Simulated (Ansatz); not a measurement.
Relaxed-ion elastic tensor of Ta (bcc (W type), Im-3m) in GPa (Voigt order), plane-wave PAW LDA (Ansatz code); density 17.46 g/cm³, 17.21 Å³ per atom.

```
 303   176   176   0.0   0.0   0.0
 176   303   176   0.0   0.0   0.0
 176   176   303   0.0   0.0   0.0
 0.0   0.0   0.0  70.5   0.0   0.0
 0.0   0.0   0.0   0.0  70.5   0.0
 0.0   0.0   0.0   0.0   0.0  70.5
```

Problem. Is the crystal mechanically stable?

Solution. Yes: the smallest eigenvalue of C is 70.5 GPa.

Problem. Work out the Voigt, Reuss and Hill averages.

Solution. K_V = 218, K_R = 218, K_H = 218; G_V = 67.7, G_R = 67.5, G_H = 67.6 GPa.

Problem. Give Young's modulus, Poisson's ratio, Pugh's ratio and the universal anisotropy index.

Solution. E = 9KG/(3K + G) = 184 GPa; ν = 0.36; K/G = 3.23 (ductile by the Pugh limit of 1.75); A_U = 5G_V/G_R + K_V/K_R − 6 = 0.01.

Problem. Estimate the sound speeds and the Debye temperature.

Solution. v_l = √((K + 4G/3)/ρ) = 4200 m/s, v_t = √(G/ρ) = 1970 m/s, mean 2220 m/s; Θ = (h/k)(3n/4πV)^(1/3) v_m = 255 K.

Problem. Give the Zener ratio and Young's modulus along [100], [110] and [111].

Solution. A = 2C44/(C11 − C12) = 1.11; 1/E = S11 − 2(S11 − S12 − S44/2)Γ with Γ = 0, 1/4, 1/3 gives 174, 186, 191 GPa.

The LDA relaxation kept the symmetry of its start. The run is not spin-polarised. As this level gives no gap, shear constants depend on the k-mesh and smearing (Fermi–Dirac, 0.1 eV here). Spin–orbit coupling is left out wherever it is not named.

Potentials: the earlier of the program's two PAW sets.
